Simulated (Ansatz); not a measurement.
Relaxed-ion elastic tensor of TiNF in space group I4_1md (No. 109; Ti on 4a, N on 4a, F on 4a) in GPa (Voigt order), plane-wave PAW PBEsol (Ansatz code); density 3.65 g/cm³, 12.25 Å³ per atom.

```
 297  87.3  89.5   0.0   0.0   0.0
87.3   297  89.5   0.0   0.0   0.0
89.5  89.5   152   0.0   0.0   0.0
 0.0   0.0   0.0  28.3   0.0   0.0
 0.0   0.0   0.0   0.0  28.3   0.0
 0.0   0.0   0.0   0.0   0.0  55.0
```

Is the crystal mechanically stable?

Yes: the smallest eigenvalue of C is 28.3 GPa.

Work out the Voigt, Reuss and Hill averages.

K_V = 142, K_R = 129, K_H = 135; G_V = 54.3, G_R = 42.2, G_H = 48.3 GPa.

Give Young's modulus, Poisson's ratio, Pugh's ratio and the universal anisotropy index.

E = 9KG/(3K + G) = 129 GPa; ν = 0.34; K/G = 2.80 (ductile by the Pugh limit of 1.75); A_U = 5G_V/G_R + K_V/K_R − 6 = 1.54.

Estimate the sound speeds and the Debye temperature.

v_l = √((K + 4G/3)/ρ) = 7390 m/s, v_t = √(G/ρ) = 3630 m/s, mean 4080 m/s; Θ = (h/k)(3n/4πV)^(1/3) v_m = 527 K.

Solve the Christoffel equation for the three sound speeds along x, y, z.

Eigenvalues of C_ijkl n_j n_l equal ρv² (piezoelectric stiffening left out). In km/s, slowest first: x 2.78, 3.88, 9.02; y 2.78, 3.88, 9.02; z 2.78, 2.78, 6.46.

How much does each axis shrink under pressure?

Linear compressibilities β_i = Σ_j S_ij (j = 1 to 3): x 1.5, y 1.5, z 4.8 per TPa.

The workflow started from a Materials Project entry (that database holds measured and hypothetical structures alike); the Crystallography Open Database copy checked does not list it. Whether it is the stable phase at ambient conditions was not checked. The PBEsol relaxation kept the symmetry of its start; whether a distortion lowers the energy is not shown. The run is not spin-polarised.

Potentials: the later of the program's two PAW sets.
